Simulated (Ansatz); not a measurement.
## Cd: settings compared (Ansatz)

Run with:

```bash
ansatz run input.yaml --threads 1 --pin off --max-ram 2560MiB --backend cpu --events-out ev --progress --plain --runs-dir out
```

The input file (Ansatz 0.2.0, plane waves):

```yaml
crystal:
  lattice:
    - [3.287135, 0.0, 0.0]
    - [-1.643568, 2.846747, 0.0]
    - [0.0, 0.0, 5.15398]
  atoms:
    - { symbol: Cd, position: [0.33333, 0.66667, 0.25] }
    - { symbol: Cd, position: [0.66666, 0.33333, 0.75] }
  symmetry: { tolerance: 0.0003 }
kpoints:
  mp_grid: { grid: [6, 6, 4], shift: [0, 0, 0] }
magnetization:
  spin_polarized: false
scf:
  occupations: { method: methfessel_paxton, width: 0.2586 }
hamiltonian:
  pseudopotentials: { kind: paw }
  xc: r2scan
basis:
  ecutwfc: 500
output:
  forces: true
  stress: true
  eigenvalues: true
  write_density: true
  write_potential: true
  elf: true
  volumetric_format: npy
```

Origin of the cell: a known structure type with other elements, at an estimated volume, so it need not be a known compound.

Output of this run (shortened):

```
SCF iter   1: F=—  HF=-16536.118129 eV  Δρ=5.99e-3  dr2=8.58e-3  dr2_τ=1.21e-2
SCF iter   2: F=—  HF=-16536.125495 eV  S|Δr|=    0.00e0  Δρ=3.45e-3  dr2=2.45e-3  dr2_τ=5.27e-4
SCF iter   3: F=—  HF=-16536.126590 eV  S|Δr|=    0.00e0  Δρ=5.17e-4  dr2=1.32e-4  dr2_τ=4.03e-6
SCF iter   4: F=—  HF=-16536.126715 eV  S|Δr|=    0.00e0  Δρ=1.87e-4  dr2=2.01e-5  dr2_τ=3.11e-7
SCF iter   5: F=—  HF=-16536.126728 eV  S|Δr|=    0.00e0  Δρ=5.93e-5  dr2=1.45e-6  dr2_τ=3.01e-8
SCF iter   6: F=-16536.126730 eV  HF=-16536.126730 eV  S|Δr|=    0.00e0  Δρ=1.48e-5  dr2=7.37e-8  dr2_τ=2.40e-9
SCF 1 converged in 6 iterations: F = -16536.126730 eV  dr2 = 7.37e-8
SCF converged after 6 iterations
Stability not checked: this state was not tested for a lower state beside it, because cold or Methfessel-Paxton smearing, or corrected tetrahedra, fill the levels in a way that the test cannot read (fill_not_monotonic; […]
Free energy (F): -16536.126730 eV
Harris-Foulkes:  -16536.126730 eV  (|F-HF|=3.08e-7)
Internal energy: -16536.141742 eV  (E = F + TS)
E sigma→0 (E₀):  -16536.130483 eV
Entropy (-TS):   0.015012 eV (7.506 meV/atom)
Fermi energy:    12.710948 eV
--- Per-component energies (eV) ---
  E_band       = -907.253163
  E_kinetic    = 1009.152435
  E_local      = -6208.396078  (includes V_loc(G=0)·N_el)
  E_nonlocal   = 66.215543
  E_hartree    = 2900.702192
  E_xc         = -336.248686
  E_vxc        = -491.952239  (∫ρ·V_xc dr)
  E_paw        = -8209.778373  (= ΣΔE_a)
  E_vpaw       = -1118.838360  (= ΣTr[D̂ρ^β])
  E_aug_tail   = 0.000012  (compensation charges beyond the density's cutoff)
  E_vtau       = 35.166397  (kinetic-family band-sum trace: ∫τ·v_τ [+ j·A + Jᵃ·Aᵃ] dr)
  E_ewald      = -5756.659245
  E_core_change = -1.129541  (= ΣΔE_core)
  E_smearing   = 0.015012  (= −TS)
  Σ components = -16536.126730   (vs F -16536.126730, Δ=0.00e0)
--- Forces (eV/Å), atoms counted from 1 ---
  atom   1  Cd     0.000000     0.000000     0.000000
  atom   2  Cd    -0.000000    -0.000000    -0.000000
  max |Σ_I F_I| component: 3.70e-17 eV/Å
--- Stress (GPa, compression-positive) ---
       -4.844410      -0.000000      -0.000000
       -0.000000      -4.844410       0.000000
        0.000000       0.000000      -4.630749
  P = ⅓ Tr σ = -4.7732 GPa (-47.732 kbar)
```

The same input was run again with these changes:

1. `basis.xc_grid` default → 2; `kpoints.mp_grid.grid` [6, 6, 4] → [5, 5, 3]
2. `scf.occupations.method` methfessel_paxton → cold; `scf.occupations.width` 0.2586 → 0.3
3. `scf.algorithm` default → direct_min; `hamiltonian.xc` r2scan → revpbe; `basis.ecutrho_ratio` default → 6
4. `basis.ecutrho_ratio` default → 4; `kpoints.mp_grid.grid` [6, 6, 4] → [5, 5, 3]

```
 run        end  SCF iterations  P (GPa)  max force component (eV/Å)  moment (μB)  ΔE(σ→0) (meV/atom)
base  converged               6    -4.77                       0.000            –                   0
   1  converged               6    -4.88                       0.000            –              -79.10
   2  converged               6    -4.58                       0.000            –                2.90
   3  converged               8    -0.82                       0.000            –                   –
   4  converged               6    -4.88                       0.000            –              -79.11
```

Energies are compared only where functional, datasets, charge and starting cell are the same.

Not properties of the system: run 1 (too coarse or loose: `kpoints.mp_grid.grid` = [5, 5, 3]), run 2 (too coarse or loose: `scf.occupations.width` = 0.3), run 4 (too coarse or loose: `kpoints.mp_grid.grid` = [5, 5, 3]).

Caveats of the base run: the k mesh is coarse if the cell is a metal; wide smearing.

Run 3: forces of this functional can be a tenth off on datasets made under PBE.

Time of the base run: 3.1 s on 1 thread of Intel(R) Xeon(R) 6975P-C (Granite Rapids) (shared host), peak memory 0.43 GiB, from the program's own first density.
